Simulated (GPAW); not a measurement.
## NaCu and the effect of the functional

```
CELL_PARAMETERS angstrom
2.94224 0.00000 0.00000
0.00000 2.94224 0.00000
0.00000 0.00000 4.04091
ATOMIC_POSITIONS crystal
Na 0.00000 0.00000 0.00000
Cu 0.50000 0.50000 0.50000
```

The cell comes from a database or a generator and needn't be the stable form of this composition.

Kept alike: task band structure; k mesh 9 × 9 × 7; occupations fermi-dirac, width 0.05 eV; no spin polarisation. Program: GPAW, potentials by row: PAW data sets generated for this functional (BLYP, PBEsol); the program's PAW data sets (release 1.2.1) made for this functional (LDA, RPBE, revPBE); GPAW PAW data sets (gpaw-data 1.2.1) (PBE), cutoff 800 eV. The mesh is that of the run's cell of 2 atoms. No spin-orbit coupling.

| functional | pressure (GPa) |
| --- | --- |
| BLYP | 4.43 |
| LDA | -1.97 |
| PBE | 2.84 |
| PBEsol | 0.68 |
| RPBE | 5.15 |
| revPBE | 4.69 |

Pressure is positive in compression; the values hold the error of the finite cutoff, so their zero can differ a little from the energy's minimum. For a metal such a mesh leaves the last digits unconverged.

**Question.** What does the functional change here?

**Answer.** The pressure runs from -1.97 (LDA) to 5.15 GPa (RPBE). From PBE: BLYP +1.59; LDA -4.81; PBEsol -2.16; RPBE +2.31; revPBE +1.85. A positive pressure means that the functional's own cell is larger than the one given, a negative one that it is smaller.
